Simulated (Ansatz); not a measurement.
The cell is Mg2C in the antifluorite structure; cell and atoms were relaxed with r2SCAN. It is cubic, Fm-3m (No. 225); a = 5.422 Å in the conventional setting, 13.28 Å³ an atom. Around C lie 8 Mg at 2.35 Å; around Mg lie 4 C at 2.35 Å.

```
C Mg
1.0
     0.00000    2.71094    2.71094
     2.71094    0.00000    2.71094
     2.71094    2.71094    0.00000
C Mg
1 2
Direct
  0.00000 0.00000 0.00000
  0.25000 0.25000 0.25000
  0.75000 0.75000 0.75000
```

The questions ask for values computed with Ansatz on this geometry. No spin polarisation and no zero-point or thermal motion; the cell was built from a prototype and may be hypothetical.

Q: Is there a gap with PBE, and of what kind?

A: The PBE gap is indirect, 0.74 eV (K–Γ (0.90 of the way from K) to X), below the direct gap of 1.49 eV at Γ.

Q: Estimate the gap with LDA on 8×8×8.

A: LDA gives an indirect gap of 0.76 eV, from K–Γ (0.90 of the way from K) to X; the least direct gap is 1.57 eV at Γ. The gap differs by +0.02 eV from PBE's.

Q: Estimate the gap with r2SCAN on 8×8×8.

A: r2SCAN gives an indirect gap of 1.11 eV, from K–Γ (0.90 of the way from K) to X; the least direct gap is 1.96 eV at Γ. The gap differs by +0.37 eV from PBE's.

Q: Estimate the gap with HSE06 on 6×6×6.

A: With HSE06 the valence top lies at K–Γ (0.90 of the way from K) and the conduction bottom at X, 1.40 eV higher; the smallest vertical gap, at Γ, is 2.31 eV. The gap differs by +0.66 eV from PBE's.

Q: How does the gap change from PBE to DDH-PBE0 (6×6×6)?

A: DDH-PBE0 gives an indirect gap of 1.32 eV, from K–Γ (0.90 of the way from K) to X; the least direct gap is 2.14 eV at Γ. The share of exact exchange is 0.113. The gap differs by +0.58 eV from PBE's.

Q: Roughly how does the cost of the LDA run (8×8×8) compare with r2SCAN's (8×8×8)?

A: About 0.4 times as much (1.6 core-seconds against 4 core-seconds, on a shared machine).

Q: How strongly does the crystal screen a field with clamped ions (r2SCAN)?

A: ε∞: 7.76 in all directions. Born charges, averaged over directions: C -3.15, Mg +1.57 e.

Q: Relaxed again with PBEsol, is the cell stable at the zone centre, and where do its optical modes lie?

A: The zone-centre optical frequencies run from 374 to 404 cm⁻¹, none imaginary (the rest of the zone wasn't tested). With the long-range field the highest mode reaches 557 cm⁻¹. The program warns that the force constants, and all that is formed from them, aren't settled on this k mesh.

Q: How do the levels compare, in gap and in cost?

A: r2SCAN covers 57 % of the step from PBE to HSE06, while HSE06 needs about 13 times r2SCAN's cost (on a coarser mesh). All these functionals give a gap of the same kind, indirect.

Where an edge lies off the special points, it is a point of the mesh or the k point where a search put PBE's edge or least direct gap, reused for the other functionals, whose own edges may lie a little apart.

The meshes of the hybrids are coarse, so their gaps aren't converged to the digits shown.
